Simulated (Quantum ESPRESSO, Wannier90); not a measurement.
**HgS (zinc blende), plane waves to Wannier functions**

```xyz
2
Lattice="0.0000 2.9697 2.9697 2.9697 0.0000 2.9697 2.9697 2.9697 0.0000" Properties=species:S:1:pos:R:3 pbc="T T T"
Hg     0.0000     0.0000     0.0000
S     -1.4848    -1.4848    -1.4848
```

Cell from Materials Project (mp-1123), symmetrised, no further relaxation. COD (Crystallography Open Database) has the formula in 4 space groups, this one among them (matched by group alone). Method: PBEsol plane waves in Quantum ESPRESSO 7.5 (PseudoDojo norm-conserving files, 53 Ry, no spin polarisation, no spin-orbit coupling), Bloch states on a 8×8×8 mesh through Γ, Wannier90 4.0.1. Density: 10×10×10 mesh, cold smearing 0.01 Ry. Spin-orbit coupling is left out although heavy elements are present.

Functional, cutoff and mesh named above are those of the base row (PBEsol); the first column says what each row takes instead. Model: 13 functions from bands 5-26, start hydrogen-like Hg: s;p;d; S: s;p, disentangled but not localised (num_iter = 0), frozen window tied to the conduction edge or Fermi level of each row, as listed, which moves Ω_I and hoppings a little by itself. Energies are relative to the Fermi level; the misfit is to pw.x on a path, for states up to 1.0 eV relative to the Fermi level. The functional changes, each with its own PseudoDojo files and their cutoffs, on the same cell. The disentangled Ω_I can sit in another minimum from row to row.

| functional | frozen to (eV) | Ω_I (Å²) | rms misfit (meV) | bottom of band 5 (eV) | on-site Hg1 pz minus Hg1 s (eV) | hopping modulus S2 py – Hg1 px, R = 0 0 0 (eV) | hopping modulus Hg1 s – S2 py, R = 0 0 1 (eV) | hopping modulus Hg1 s – S2 s, R = 0 1 0 (eV) | hopping modulus S2 s – Hg1 dxz, R = 0 0 0 (eV) |
|---|---|---|---|---|---|---|---|---|---|
| LDA | 1.50 | 11.91 | 1.3 | -12.96 | 7.08 | 1.173 | 1.120 | 1.030 | 0.577 |
| PBE | 1.50 | 11.83 | 1.6 | -12.96 | 7.11 | 1.175 | 1.121 | 1.035 | 0.578 |
| PBEsol | 1.50 | 11.93 | 1.4 | -12.97 | 7.07 | 1.178 | 1.122 | 1.035 | 0.579 |
